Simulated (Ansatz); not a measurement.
Ionic part of the dielectric constant of Sn3GeO4, mode by mode

The calculation used Ansatz, DFT PBE, scalar-relativistic, plane waves, PAW. Settings: 420 eV plane-wave cutoff, Γ-centred 6×6×6 mesh, fixed occupations. No spin polarisation. Phonons by linear response, acoustic sum rule imposed.

Space group P1 (No. 1), triclinic, a = 5.171 Å, b = 5.546 Å, c = 5.790 Å, α = 92.2°, β = 90.2°, γ = 90.8°. Around Sn on its first site lie 3 O at 2.13–2.18 Å; around Sn on its second site lie 3 O at 2.15–2.16 Å; Sn on its third site is surrounded by 3 O at 2.15–2.17 Å; around Ge lie 3 O at 1.93–1.95 Å; O on its first site has 1 Ge at 1.95 Å and 2 Sn at 2.15–2.17 Å; O on its second site is surrounded by 3 Sn at 2.13–2.15 Å; 2 more sites not described.

It was reached by relaxing an invented guess, and it needn't be the stable form of this composition. Spin–orbit coupling is left out, which matters for heavy elements. No dispersion correction is applied, so modes and constants that involve weak contacts between layers, chains or molecules come out too soft.

The primitive cell has V = 165.92 Å³ and ε∞,xx = 5.500. Each polar mode adds Δε = (4.92064×10⁷/V)·S/ν² along x, with S its oscillator strength in e²/amu, ν in cm⁻¹ and V in Å³.

Question: From these modes, find each Δε and ε0,xx.
| ν (cm⁻¹) | S_xx (e²/amu) |
| --- | --- |
| 71.10 | 0.0029 |
| 79.95 | 0.00037 |
| 89.36 | 0.00214 |
| 103.82 | 0.00627 |
| 124.99 | 0.00945 |
| 134.41 | 0.113 |
| 145.12 | 0.00029 |
| 185.68 | 0.00031 |
| 196.12 | 0.00083 |
| 206.04 | 0.01073 |
| 236.16 | 0.00988 |
| 248.04 | 0.00473 |
| 253.79 | 0.00455 |
| 379.01 | 1.414 |
| 404.57 | 0.3612 |
| 407.90 | 0.2178 |
| 438.21 | 0.09296 |
| 442.17 | 0.01203 |
| 474.88 | 0.01856 |
| 478.78 | 0.04933 |
| 526.35 | 0.00412 |

Answer:
```csv
ν (cm⁻¹),Δε
71.10,0.17
79.95,0.02
89.36,0.08
103.82,0.17
124.99,0.18
134.41,1.85
145.12,0.00
185.68,0.00
196.12,0.01
206.04,0.07
236.16,0.05
248.04,0.02
253.79,0.02
379.01,2.92
404.57,0.65
407.90,0.39
438.21,0.14
442.17,0.02
474.88,0.02
478.78,0.06
526.35,0.00
```

The sum is 6.84, so ε0,xx = 12.34; the run's tensor has 12.37.
